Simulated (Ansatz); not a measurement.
Starting cell, Lu (hcp, Mg type):

```yaml
crystal:
  lattice:
    - [7.01416, 0.00000, 0.00000]
    - [-1.75354, 3.03722, 0.00000]
    - [0.00000, 0.00000, 5.46208]
  atoms:
    - { symbol: Lu, position: [0.16667, 0.66667, 0.75000] }
    - { symbol: Lu, position: [0.66667, 0.66667, 0.75000] }
    - { symbol: Lu, position: [0.33333, 0.33333, 0.25000] }
    - { symbol: Lu, position: [0.83333, 0.33333, 0.25000] }
```

A phonon eigenvector at M = (0.5, 0.0, 0.0) is frozen into this cell: atom i moves by Q times the vector below, so Q is the largest atomic displacement, in Å. The cell is held. (q is in reciprocal vectors of the primitive cell; the cell shown is doubled to hold the pattern.)

```
atom      x      y       z
----  -----  -----  ------
Lu1   0.000  0.000   1.000
Lu2   0.000  0.000  -1.000
Lu3   0.000  0.000  -1.000
Lu4   0.000  0.000   1.000
```

Method: PBE (plane waves to 420 eV, PAW, scalar-relativistic; Ansatz, a first-principles code). k mesh 15×15×9 (Γ-centred), Fermi-Dirac smearing 0.05 eV. Energies are smeared free energies. With partly filled bands, energies and forces of such displacements shift with the k mesh and the smearing. Lu is run without spin polarisation. Lu was relaxed with its symmetry unable to fall. The zero of ΔE is the undisplaced structure.

Question: Estimate the ΔE (eV/cell) for Q (Å) = -0.233, -0.187, -0.093, 0.047, 0.233, 0.280.

Answer: 
```csv
Q (Å),ΔE (eV/cell)
-0.233,0.823
-0.187,0.532
-0.093,0.135
0.047,0.034
0.233,0.823
0.280,1.179
```

(A displaced cell: forces are minus the slopes of the energy, force constants its curvatures, and phonons follow from these.)
